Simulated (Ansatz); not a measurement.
Nb2O5:
Space group C2/m (No. 12); a = 12.8689 Å, b = 3.8204 Å, c = 3.9580 Å, α = γ = 90.00°, β = 90.66°

```tsv
atom	site	symmetry	x	y	z
Nb	4i	m	0.1466	0.0000	0.0623
O	4i	m	0.1489	0.0000	0.5132
O	2a	2/m	0.0000	0.0000	0.0000
O	4i	m	0.1848	0.5000	0.0038
```
(The calculation used a cell of 7 atoms; values per cell refer to that cell.)

Relaxed at zero pressure with plane-wave PAW PBEsol (Ansatz code).

Q: The volume is raised by 9 % and shape and atoms relax at that volume. What pressure results, and how do the axes share the change?

A: -8.4 GPa; a 0.9 %, b 1.8 %, c 6.1 %; the energy rises by 41 meV/atom.

Q: Give the new structure.

A: 
Space group C2/m (No. 12); a = 12.990 Å, b = 3.888 Å, c = 4.200 Å, α = γ = 90.00°, β = 90.70°

```
atom  site  symmetry       x       y       z
----  ----  --------  ------  ------  ------
Nb      4i         m  0.1470  0.0000  0.0737
O       4i         m  0.1482  0.0000  0.4915
O       2a       2/m  0.0000  0.0000  0.0000
O       4i         m  0.1855  0.5000  0.0059
```

The phase is kept; no other phase was compared at this pressure.

The first step of the workflow began from a Materials Project structure, measured or hypothetical; the Crystallography Open Database copy checked does not list it. COD files the formula under space group No. 3, 15, 139, so this cell is another polymorph or a model. Its standing as an ambient phase is unchecked. Symmetry was held in the PBEsol relaxation; whether a distortion lowers the energy is not shown. No spin polarisation was allowed.

Potentials: the later of the program's two PAW sets.
